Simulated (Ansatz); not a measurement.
Question: La (dhcp (α-La type), space group No. 194) is relaxed with r²SCAN (plane waves, PAW; program Ansatz). What lattice parameters of the conventional cell result?

Answer: a = 3.775 Å, c = 12.063 Å.

Space group P6_3/mmc (dhcp (α-La type)). Symmetry was held in the r²SCAN relaxation. Axis ratios of metals converge slowly with the k-mesh, so a and c are less sure than the volume. Scalar-relativistic: spin–orbit coupling is off unless named, which matters more the heavier the elements.

Potentials: the earlier of the program's two PAW sets.
